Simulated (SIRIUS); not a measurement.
Consider a self-consistent single point of GePd (P1, 8 atoms in the cell; from Materials Project mp-1424, changed as shown).

```xyz
8
Lattice="5.7836 0.0000 0.0000 0.0000 3.5493 0.0000 0.0000 0.0000 6.2961" Properties=species:S:1:pos:R:3 pbc="T T T"
Ge     4.6841     2.6429     3.5867
Ge     1.0005     0.8899     2.7026
Ge     4.0107     0.9011     0.4974
Ge     1.8300     2.7417     5.8270
Pd     5.7280     2.6659     1.2168
Pd     0.0557     0.8416     5.0743
Pd     2.9135     0.8814     4.3362
Pd     2.9118     2.6326     1.9436
```

All values come from this method and carry its errors: LDA (PW92), GBRV LDA ultrasoft pseudopotentials (plane waves; SIRIUS 7.12.0).

SIRIUS settings:

parameters.ngridk: 4 6 4
parameters.xc_functionals: [XC_LDA_X, XC_LDA_C_PW]
parameters.gk_cutoff: 6.325 1/bohr
parameters.pw_cutoff: 14.143 1/bohr
parameters.smearing: fermi_dirac
parameters.smearing_width: 0.00367493 Ha
potentials: GBRV LDA ultrasoft pseudopotentials
parameters.electronic_structure_method: pseudopotential
parameters.num_bands: 72
parameters.num_mag_dims: 0
parameters.num_dft_iter: 100
parameters.energy_tol: 1e-07 Ha
parameters.density_tol: 1e-06
mixer.type: anderson
mixer.beta: 0.3
mixer.use_hartree: false

Results:

* **Number of valence electrons**: 120
* **Number of bands**: 72
* **Number of k-points after the program's reduction**: 52
* **Number of plane waves (most at a k-point)**: 3748
* **Number of SCF iterations**: 18
* **FFT grid**: 54 × 36 × 60
* **Free energy E − TS**: -22421.1070 eV
* **Fermi level (on the code's own zero)**: 15.14 eV
* **Pressure**: -6.04 GPa
* **Largest force (vector length)**: 0.691 eV/Å

Forces (eV/Å):
| atom | Fx | Fy | Fz |
|---|---|---|---|
| Ge1 | 0.119 | 0.004 | 0.671 |
| Ge2 | 0.620 | -0.006 | -0.255 |
| Ge3 | -0.173 | -0.159 | -0.153 |
| Ge4 | -0.069 | -0.493 | 0.002 |
| Pd5 | 0.504 | 0.017 | -0.262 |
| Pd6 | -0.353 | 0.272 | 0.153 |
| Pd7 | -0.005 | 0.202 | 0.036 |
| Pd8 | -0.643 | 0.163 | -0.192 |

Stress (GPa, positive for compression):
```
-5.84  -0.05   0.07
-0.05  -6.23  -0.30
 0.07  -0.30  -6.05
```

For comparison: a first run was changed to give this one (atoms moved at random), and from it to this one the free energy goes up by 14.3 meV/atom, the pressure goes from -6.61 to -6.04 GPa and the largest force goes from 0.117 to 0.691 eV/Å.

The structure comes from a collection of computed structures, made at another level of theory; the collection holds predicted forms beside known ones. No clean gap shows at this smearing width and mesh (spacing up to 0.30 Å⁻¹); the mesh is coarse for partly filled bands, so the values carry mesh errors.

Cost on one core: around 4 core-minutes (rough).
